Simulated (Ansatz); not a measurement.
ScCu, in the lowest among the structures calculated here: Pm-3m (No. 221), cP2, CsCl type; a = b = c = 3.209 Å, α = β = γ = 90.00°; Sc 1b (0.500, 0.500, 0.500); Cu 1a (0.000, 0.000, 0.000). The numbers are results of PBEsol (plane waves to 420 eV, PAW, scalar-relativistic; Ansatz, a quantum-chemistry and plane-wave program), not measurements. Element references, the lowest calculated here: Sc (P6₃/mmc), Cu (Fm-3m).

**Question.** Estimate the formation energy of this Pm-3m form of ScCu from the elements that PBEsol returns for this input.

**Answer.** -0.27 eV/atom.

**Question.** Is it stable against the other phases calculated?

**Answer.** Yes: the most favourable decomposition, ScCu → 0.5 ScCu2 + 0.5 Sc (Sc P6₃/mmc, ScCu2 I4/mmm), costs 0.08 eV/atom.

**Question.** Over what range of chemical potentials is ScCu stable among the phases calculated here? Give the corners of its window as Δμ = μ − μ(element).

**Answer.** 
| in equilibrium with | Δμ(Cu) (eV) | Δμ(Sc) (eV) |
|---|---|---|
| Sc | -0.54 | 0.00 |
| ScCu2 | -0.22 | -0.32 |

At every corner Σ nΔμ equals the formation energy, about -0.5 eV per formula unit; the corners carry the error of several atoms' energies, a few 0.01 eV.

This is the hull of the energies calculated here, no anion corrections; phases that were not calculated are missing from it. Values are rounded to 0.01 eV/atom. The compounds carry no spin polarisation.
